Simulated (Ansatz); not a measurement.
# BaH5BrO3: checking a database structure before trusting its electric field gradients

The cell is a COD entry, atoms as given.

Space group P4/nmm:1 (No. 129); a = 4.5567, c = 11.7180 Å.

```csv
site,Wyckoff,site symmetry,x,y,z
Ba,2c,4mm,0.5000,0.0000,0.1895
H3,2c,4mm,0.0000,0.5000,0.5127
H5,8i,.m.,0.0000,0.1771,0.3733
Br,2c,4mm,0.0000,0.5000,0.0947
O15,4f,2mm.,0.0000,0.0000,0.3238
O19,2c,4mm,0.0000,0.5000,0.4315
```

One atom of each set is listed.

Computed with Ansatz: DFT, PBE, plane waves and PAW, scalar-relativistic, 420 eV cutoff, Γ-centred 5×5×2 k-points, Fermi–Dirac smearing 0.02 eV.

(1) Do the atoms and the cell lie near the calculated equilibrium?

Answers

(1) Not quite. The largest force is 0.95 eV/Å, on atom 15 (O: 2 H at 0.99 Å, angle 109°; also 2 Ba at 2.77 Å), and the pressure is 3.8 GPa. Relaxing the atoms is still advisable, since electric field gradients respond to shifts of a few hundredths of an ångström.
